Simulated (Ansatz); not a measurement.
**SnSe: energy along a strain**

SnSe, Fm-3m, a = 5.893 Å. This isn't the usual stable structure of the compound. Ansatz: LDA, PAW, 420 eV, Γ-centred 8×8×8 mesh on 2 atoms, Gaussian smearing 0.05 eV; no spin polarisation. Cell vectors (Å): 0.000 2.947 2.947; 2.947 0.000 2.947; 2.947 2.947 0.000. The cell is strained by x per cent times the pattern (1 0 0 0 0 0) in the order xx yy zz yz xz xy (engineering shears), with fractional coordinates held. y is the free energy over the start, V0 = 25.585 Å³/atom. Points with a strain past 8.5 % were computed too (3) and aren't used here.

| x (%) | y (meV/atom) |
| --- | --- |
| -7.50 | ? |
| -5.00 | 38.08 |
| -2.50 | 8.59 |
| 0.00 | 0.00 |
| 2.50 | 7.13 |
| 5.00 | 25.69 |
| 7.50 | 52.25 |

Question: Fit y = c2 x² + c3 x³ to the other rows, get the stiffness along the pattern, and predict the missing energy.

Answer: Least squares on the rows shown. y = 1.2812 x² − 0.047362 x³. The clamped-ion stiffness p·C·p = 2 × 12.81 eV × 160.2 / 25.585 Å³ = 160 GPa, which is C11 in these axes. At x = -7.50 the fit asked for gives 92.05 meV/atom. The run gave 94.42 meV/atom, so the fit is 2.37 meV/atom too low, 2.5 % of the span of the series, against an rms of 0.23 meV/atom on the fitted rows. The row lies outside the fitted range. With a term in x⁴ added, a fit to the same known rows predicts 94.05 meV/atom, so most of the miss is curvature that the known rows already hold.